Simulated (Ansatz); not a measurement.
Geometry optimisation in Ansatz: input, command and trajectory.

```yaml
crystal:
  lattice:
    - [4.9815135101, -2.8659732617, 0.0]
    - [4.9815135101, 2.8659732617, 0.0]
    - [0.0, 0.0, 5.3198988972]
  atoms:
    - { symbol: Al, position: [0.3404409391, 0.6595590609, 0.9892276905] }
    - { symbol: Al, position: [0.6595590609, 0.3404409391, 0.4892276905] }
    - { symbol: In, position: [0.987894348, 0.3359159256, 0.9870656128] }
    - { symbol: In, position: [0.6640840744, 0.012105652, 0.9870656128] }
    - { symbol: In, position: [0.012105652, 0.6640840744, 0.4870656128] }
    - { symbol: In, position: [0.3359159256, 0.987894348, 0.4870656128] }
    - { symbol: "N", position: [0.9708295673, 0.3324597793, 0.3851655105] }
    - { symbol: "N", position: [0.6675402207, 0.0291704327, 0.3851655105] }
    - { symbol: "N", position: [0.0291704327, 0.6675402207, 0.8851655105] }
    - { symbol: "N", position: [0.3324597793, 0.9708295673, 0.8851655105] }
    - { symbol: "N", position: [0.3675738404, 0.6324261596, 0.3383100631] }
    - { symbol: "N", position: [0.6324261596, 0.3675738404, 0.8383100631] }
basis:
  ecutwfc: 420
kpoints:
  mp_grid: { grid: [6, 6, 6] }
hamiltonian:
  xc: pbesol
scf:
  occupations: { method: gaussian, width: 0.02 }
output:
  forces: true
  stress: true
  eigenvalues: true
relax:
  adjacent_minimum: "off"
  f_tol: 0.008
  max_steps: 50
  cell: { stress_tol: 0.08, p_target: 12.0 }
```

```bash
ansatz run input.yaml --threads 2 --pin off --max-ram 5120MiB --backend cpu --events-out ev --progress --plain --runs-dir out
```

Computed with DFT PBEsol, scalar-relativistic, plane waves, PAW in Ansatz.

Of 5 frames 4 are shown, positions in Å and forces in eV/Å; the SCF threshold varies from step to step. Steps run on the plane waves of an earlier cell, with a Pulay correction in the pressure. The basis is chosen afresh for the last frame, the zero of the energies, and at times for earlier ones too; energy and pressure step there, also at an unchanged geometry. The relaxation lowers the enthalpy F + PV at the target pressure, so the free energy itself can rise.

```xyz
12
Lattice="4.9815 -2.8660 0.0000 4.9815 2.8660 0.0000 0.0000 0.0000 5.3199" Properties=species:S:1:pos:R:3:forces:R:3 pbc="T T T" step=1 free_energy_over_end_meV_per_atom=1.42 pressure_GPa=12.36
Al    4.9815    0.9146    5.2626    0.0000   -0.0102    0.0238
Al    4.9815   -0.9146    2.6026    0.0000    0.0102    0.0238
In    6.5946   -1.8686    5.2511   -0.0214    0.0192   -0.0225
In    3.3684   -1.8686    5.2511    0.0214    0.0192   -0.0225
In    3.3684    1.8686    2.5911    0.0214   -0.0192   -0.0225
In    6.5946    1.8686    2.5911   -0.0214   -0.0192   -0.0225
N     6.4924   -1.8296    2.0490   -0.0042    0.0011    0.0330
N     3.4707   -1.8296    2.0490    0.0042    0.0011    0.0330
N     3.4707    1.8296    4.7090    0.0042   -0.0011    0.0330
N     6.4924    1.8296    4.7090   -0.0042   -0.0011    0.0330
N     4.9815    0.7591    1.7998    0.0000   -0.0193   -0.0446
N     4.9815   -0.7591    4.4597    0.0000    0.0193   -0.0446
12
Lattice="4.9867 -2.8683 0.0000 4.9867 2.8683 0.0000 0.0000 0.0000 5.3196" Properties=species:S:1:pos:R:3:forces:R:3 pbc="T T T" step=2 free_energy_over_end_meV_per_atom=-0.28 pressure_GPa=11.95
Al    4.9867    0.9168    5.2608    0.0000   -0.0007    0.0223
Al    4.9867   -0.9168    2.6010    0.0000    0.0007    0.0223
In    6.5996   -1.8666    5.2503    0.0009    0.0044   -0.0158
In    3.3737   -1.8666    5.2503   -0.0009    0.0044   -0.0158
In    3.3737    1.8666    2.5905   -0.0009   -0.0044   -0.0158
In    6.5996    1.8666    2.5905    0.0009   -0.0044   -0.0158
N     6.4990   -1.8330    2.0515    0.0074   -0.0044    0.0111
N     3.4743   -1.8330    2.0515   -0.0074   -0.0044    0.0111
N     3.4743    1.8330    4.7113   -0.0074    0.0044    0.0111
N     6.4990    1.8330    4.7113    0.0074    0.0044    0.0111
N     4.9867    0.7564    1.7971    0.0000   -0.0057   -0.0129
N     4.9867   -0.7564    4.4569    0.0000    0.0057   -0.0129
12
Lattice="4.9889 -2.8681 0.0000 4.9889 2.8681 0.0000 0.0000 0.0000 5.3167" Properties=species:S:1:pos:R:3:forces:R:3 pbc="T T T" step=3 free_energy_over_end_meV_per_atom=-0.15 pressure_GPa=11.97
Al    4.9889    0.9185    5.2584    0.0000   -0.0012    0.0094
Al    4.9889   -0.9185    2.6001    0.0000    0.0012    0.0094
In    6.6027   -1.8643    5.2462   -0.0014   -0.0005   -0.0065
In    3.3751   -1.8643    5.2462    0.0014   -0.0005   -0.0065
In    3.3751    1.8643    2.5879    0.0014    0.0005   -0.0065
In    6.6027    1.8643    2.5879   -0.0014    0.0005   -0.0065
N     6.5019   -1.8345    2.0512    0.0039   -0.0003    0.0054
N     3.4759   -1.8345    2.0512   -0.0039   -0.0003    0.0054
N     3.4759    1.8345    4.7095   -0.0039    0.0003    0.0054
N     6.5019    1.8345    4.7095    0.0039    0.0003    0.0054
N     4.9889    0.7546    1.7963    0.0000   -0.0007   -0.0071
N     4.9889   -0.7546    4.4547    0.0000    0.0007   -0.0071
12
Lattice="4.9878 -2.8681 0.0000 4.9878 2.8681 0.0000 0.0000 0.0000 5.3166" Properties=species:S:1:pos:R:3:forces:R:3 pbc="T T T" step=5 free_energy_over_end_meV_per_atom=0.00 pressure_GPa=12.02
Al    4.9878    0.9184    5.2588    0.0000    0.0026   -0.0024
Al    4.9878   -0.9184    2.6005    0.0000   -0.0026   -0.0024
In    6.6009   -1.8644    5.2458   -0.0002   -0.0008    0.0015
In    3.3747   -1.8644    5.2458    0.0002   -0.0008    0.0015
In    3.3747    1.8644    2.5875    0.0002    0.0008    0.0015
In    6.6009    1.8644    2.5875   -0.0002    0.0008    0.0015
N     6.5006   -1.8345    2.0515   -0.0002   -0.0011   -0.0020
N     3.4750   -1.8345    2.0515    0.0002   -0.0011   -0.0020
N     3.4750    1.8345    4.7098    0.0002    0.0011   -0.0020
N     6.5006    1.8345    4.7098   -0.0002    0.0011   -0.0020
N     4.9878    0.7541    1.7959    0.0000    0.0008    0.0033
N     4.9878   -0.7541    4.4542    0.0000   -0.0008    0.0033
```

The run took 110 s on 2 threads of Arm Neoverse V2, with other jobs on the host, peak memory 0.62 GiB.